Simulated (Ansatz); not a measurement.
Density of states of a Li$_{3}$Mg$_{3}$Al$_{2}$GaSi$_{3}$ cell (elements on a hcp lattice, relaxed), per eV and atom, broadened by Gaussian smearing of width 0.1 eV and averaged over bins of 0.4 eV, from 8 eV under the Fermi level at most up to where the solved bands end.

Level of theory: Ansatz, DFT PBE, scalar-relativistic, plane waves, PAW.

Cutoff 420 eV; k points 7×6×5 on the computed 12-atom cell (Γ-centred); Gaussian smearing, width 0.10 eV; no spin polarisation.

```yaml
crystal:
  lattice:
    - [4.32487, 2.51290, 0.35379]
    - [0.13438, 5.56427, 4.44588]
    - [5.02185, -3.01985, 4.82996]
  atoms:
    - { symbol: Li, position: [0.21003, 0.89555, 0.27846] }
    - { symbol: Li, position: [0.55533, 0.73060, 0.50273] }
    - { symbol: Li, position: [0.41891, 0.25920, 0.09357] }
    - { symbol: Mg, position: [0.06020, 0.60906, 0.61697] }
    - { symbol: Mg, position: [0.91630, 0.75292, 0.06204] }
    - { symbol: Mg, position: [0.51280, 0.13007, 0.47071] }
    - { symbol: Al, position: [0.89354, 0.05236, 0.72018] }
    - { symbol: Al, position: [0.37297, 0.94235, 0.86437] }
    - { symbol: Si, position: [0.98200, 0.34967, 0.91349] }
    - { symbol: Si, position: [0.54829, 0.48365, 0.79218] }
    - { symbol: Si, position: [0.61035, 0.48280, 0.24723] }
    - { symbol: Ga, position: [0.92413, 0.31511, 0.44455] }
```

| E − E_F (eV) | total | Si 3p | Al 3p | Ga 4p | Si 3s |
| --- | --- | --- | --- | --- | --- |
| -7.85 | 0.056 | 0.010 | 0.003 | 0.005 | 0.021 |
| -7.45 | 0.212 | 0.046 | 0.020 | 0.011 | 0.058 |
| -7.05 | 0.190 | 0.040 | 0.022 | 0.008 | 0.053 |
| -6.65 | 0.181 | 0.040 | 0.021 | 0.011 | 0.045 |
| -6.25 | 0.164 | 0.035 | 0.020 | 0.011 | 0.034 |
| -5.85 | 0.154 | 0.036 | 0.022 | 0.010 | 0.028 |
| -5.45 | 0.225 | 0.058 | 0.036 | 0.014 | 0.035 |
| -5.05 | 0.183 | 0.053 | 0.032 | 0.011 | 0.026 |
| -4.65 | 0.178 | 0.065 | 0.028 | 0.017 | 0.012 |
| -4.25 | 0.281 | 0.110 | 0.043 | 0.031 | 0.016 |
| -3.85 | 0.308 | 0.126 | 0.052 | 0.029 | 0.020 |
| -3.45 | 0.364 | 0.152 | 0.062 | 0.036 | 0.022 |
| -3.05 | 0.358 | 0.158 | 0.065 | 0.040 | 0.014 |
| -2.65 | 0.334 | 0.140 | 0.074 | 0.034 | 0.014 |
| -2.25 | 0.351 | 0.139 | 0.076 | 0.033 | 0.018 |
| -1.85 | 0.416 | 0.163 | 0.090 | 0.049 | 0.021 |
| -1.45 | 0.355 | 0.130 | 0.079 | 0.045 | 0.018 |
| -1.05 | 0.380 | 0.125 | 0.086 | 0.049 | 0.021 |
| -0.65 | 0.354 | 0.109 | 0.073 | 0.046 | 0.018 |
| -0.25 | 0.351 | 0.104 | 0.073 | 0.034 | 0.021 |
| 0.15 | 0.321 | 0.089 | 0.062 | 0.027 | 0.019 |
| 0.55 | 0.336 | 0.080 | 0.064 | 0.027 | 0.019 |
| 0.95 | 0.357 | 0.087 | 0.063 | 0.026 | 0.019 |
| 1.35 | 0.420 | 0.102 | 0.069 | 0.029 | 0.022 |

The columns after the total are the largest Löwdin projections on the valence shells of the potentials, so they needn't add up, and the weight of a shell that a potential lacks goes to other orbitals. The cell has no gap on the mesh.

Cost: 2 runs of about 1.5 core-minutes in all (earlier runs that led there not counted), on AMD EPYC 9R45 (Zen 5) (shared hosts).